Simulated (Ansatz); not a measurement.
The relaxed structure here is a generated cell of SnO2: the first start was made by placing the elements on the sites of a structure type, and the end was not matched to a known phase here, so it may be hypothetical. Known forms of SnO2 include space group No. 136.

A relaxed structure of SnO$_{2}$. Space group P2₁/m (No. 11). Level of theory: PBEsol (plane waves to 420 eV, PAW, scalar-relativistic; Ansatz, a first-principles code).

```cif
data_O4Sn2
_chemical_formula_sum 'Sn2 O4'
_space_group_name_H-M_alt 'P21/m'
_space_group_IT_number 11
_space_group_name_Hall '-P 2yb'
_cell_length_a 3.74810
_cell_length_b 3.44016
_cell_length_c 5.46137
_cell_angle_alpha 90.000
_cell_angle_beta 101.206
_cell_angle_gamma 90.000
loop_
_atom_site_label
_atom_site_type_symbol
_atom_site_symmetry_multiplicity
_atom_site_Wyckoff_symbol
_atom_site_fract_x
_atom_site_fract_y
_atom_site_fract_z
_atom_site_occupancy
Sn1 Sn 2 e 0.18423 0.25000 0.26537 1
O1 O 2 e 0.24582 0.75000 0.07812 1
O2 O 2 e 0.73635 0.25000 0.43515 1
```

Question: Predict the band gap from PBEsol.

Answer: 0.99 eV, indirect (valence top at B, conduction bottom at Γ) (no spin-orbit coupling).

Question: What smallest direct gap does PBEsol give?

Answer: 1.08 eV at Γ.

No spin polarisation in the result.

It was reached from a disturbed copy of a P4₂/mnm (No. 136) cell (rutile type), against which it lies +0.130 eV/atom.
